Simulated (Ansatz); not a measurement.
SnSe in space group Pnma (No. 62; Sn on 4c, Se on 4c), the program Ansatz at the LDA level (PAW), all energies at zero smearing, with the estimated change up to a 700 eV cutoff added, with one set of potentials and settings (totals compare only within such a set). Cell of 8 atoms (4 Sn, 4 Se): -45054.894 eV.

```tsv
element	reference phase	E (eV/atom)
Sn	I4_1/amd, 2 atoms in the cell	-5879.5952
Se	P3_121, 3 atoms in the cell	-5383.2666
```

Formation energy per atom, worked out: (-45054.894 − 4×(-5879.5952) − 4×(-5383.2666))/8 = -0.431 eV/atom (-42 kJ per mol of atoms), at 0 K, without zero-point energy or fitted corrections.

The cell was relaxed with LDA under the symmetry of its start; of distortions, only those at the zone centre were tested. A crystal of weakly bound layers computed without a dispersion correction: the cell and the soft elastic constants depend strongly on that. The references are the lowest solids computed at this level, not always the standard phases. Spin–orbit coupling is left out wherever it is not named.

Potentials: the earlier of the program's two PAW sets.
